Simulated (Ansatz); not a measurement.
Y$_{4}$Zr$_{3}$O$_{12}$:
```cif
data_O12Y4Zr3
_chemical_formula_sum 'Y4 Zr3 O12'
_space_group_name_H-M_alt 'P 1'
_space_group_IT_number 1
_cell_length_a 6.31827
_cell_length_b 6.55088
_cell_length_c 6.37000
_cell_angle_alpha 99.876
_cell_angle_beta 99.613
_cell_angle_gamma 98.476
loop_
_space_group_symop_operation_xyz
  'x, y, z'
loop_
_atom_site_label
_atom_site_type_symbol
_atom_site_fract_x
_atom_site_fract_y
_atom_site_fract_z
_atom_site_occupancy
Y1 Y 0.30276 0.60969 0.13450 1
Y2 Y 0.69724 0.39031 0.86550 1
Y3 Y 0.61282 0.13417 0.30045 1
Y4 Y 0.38718 0.86583 0.69955 1
Zr1 Zr 0.00000 0.00000 0.00000 1
Zr2 Zr 0.15166 0.33002 0.60253 1
Zr3 Zr 0.84834 0.66998 0.39747 1
O1 O 0.41372 0.17950 0.58357 1
O2 O 0.58628 0.82050 0.41643 1
O3 O 0.17154 0.57459 0.43022 1
O4 O 0.82846 0.42541 0.56978 1
O5 O 0.58876 0.43441 0.18848 1
O6 O 0.41124 0.56559 0.81152 1
O7 O 0.97739 0.11747 0.32128 1
O8 O 0.02261 0.88253 0.67872 1
O9 O 0.07871 0.30466 0.91264 1
O10 O 0.92129 0.69534 0.08736 1
O11 O 0.31383 0.94067 0.06627 1
O12 O 0.68617 0.05933 0.93373 1
```

Relaxed with r²SCAN.

**Question.** Which orbitals make up the states near the band edges in the program Ansatz at the r²SCAN level (PAW)?

**Answer.** Top 1 eV of the valence band: O 2p 92 %. Bottom 1 eV of the conduction band: Zr 4d 68 %, Y 4d 15 %, O 2p 12 %. Projections are on Löwdin-orthogonalised atomic valence shells; empty p or d shells of many metals are not among them.

**Question.** Tabulate the density of states.

**Answer.** States/eV per cell of 19 atoms, in 0.25 eV bins, energy from the valence-band maximum.

```
E (eV)  total   O 2p  Y 4d  Zr 4d
------  -----  -----  ----  -----
-4.21    0.00   0.00  0.00   0.00
-3.96    2.28   1.52  0.26   0.35
-3.71    9.82   6.75  0.89   1.59
-3.46   18.82  13.14  1.41   3.32
-3.21   20.91  14.89  1.63   3.42
-2.96   20.67  15.03  1.99   2.72
-2.71   19.04  14.17  1.97   2.07
-2.46   15.25  11.71  1.50   1.34
-2.21   19.19  15.29  1.69   1.28
-1.96   17.76  14.53  1.34   1.04
-1.71   18.67  15.69  1.18   0.90
-1.46   19.27  16.60  1.05   0.79
-1.21   18.48  16.20  0.91   0.64
-0.96   21.65  19.36  0.90   0.62
-0.71   22.27  20.31  0.81   0.42
-0.46   18.82  17.47  0.52   0.25
-0.21   23.63  22.28  0.47   0.27
0.04     1.46   1.39  0.03   0.01
0.29     0.00   0.00  0.00   0.00
0.54     0.00   0.00  0.00   0.00
0.79     0.00   0.00  0.00   0.00
1.04     0.00   0.00  0.00   0.00
1.29     0.00   0.00  0.00   0.00
1.54     0.00   0.00  0.00   0.00
1.79     0.00   0.00  0.00   0.00
2.04     0.00   0.00  0.00   0.00
2.29     0.00   0.00  0.00   0.00
2.54     0.00   0.00  0.00   0.00
2.79     0.00   0.00  0.00   0.00
3.04     0.00   0.00  0.00   0.00
3.29     0.00   0.00  0.00   0.00
3.54     0.00   0.00  0.00   0.00
3.79     0.00   0.00  0.00   0.00
4.04     0.00   0.00  0.00   0.00
4.29     0.00   0.00  0.00   0.00
4.54     0.00   0.00  0.00   0.00
4.79     2.18   0.20  0.30   1.52
5.04     7.06   0.70  1.08   4.94
5.29    12.10   1.42  1.64   8.43
5.54    12.62   1.65  1.99   8.33
5.79    11.91   1.65  1.93   7.62
6.04    11.87   1.59  2.35   7.27
6.29    12.32   1.61  3.18   6.62
6.54    10.49   1.43  3.70   4.35
6.79    11.32   1.38  6.10   2.60
7.04    13.46   1.54  7.36   2.98
7.29     8.95   0.93  4.94   1.75
7.54    12.64   1.19  7.24   2.24
7.79    11.84   0.99  6.81   2.26
8.04    14.56   1.20  8.65   2.61
8.29    15.00   1.19  9.19   2.41
8.54    14.41   1.27  7.97   2.59
8.79    12.92   1.16  6.78   2.25
9.04    12.42   1.23  6.62   1.98
9.29     8.88   1.18  3.81   2.17
9.54     9.92   1.52  4.14   2.47
```

Space group P-1. The first step of the workflow began from a Materials Project structure, measured or hypothetical; the Crystallography Open Database copy checked does not list it. Entries of such low symmetry are often ordered models of mixed-site phases. Whether it is the stable phase at ambient conditions was not checked. The r²SCAN relaxation kept the symmetry of its start; whether a distortion lowers the energy is not shown. The run is not spin-polarised. Spin–orbit coupling is left out wherever it is not named.

Potentials: the later of the program's two PAW sets.
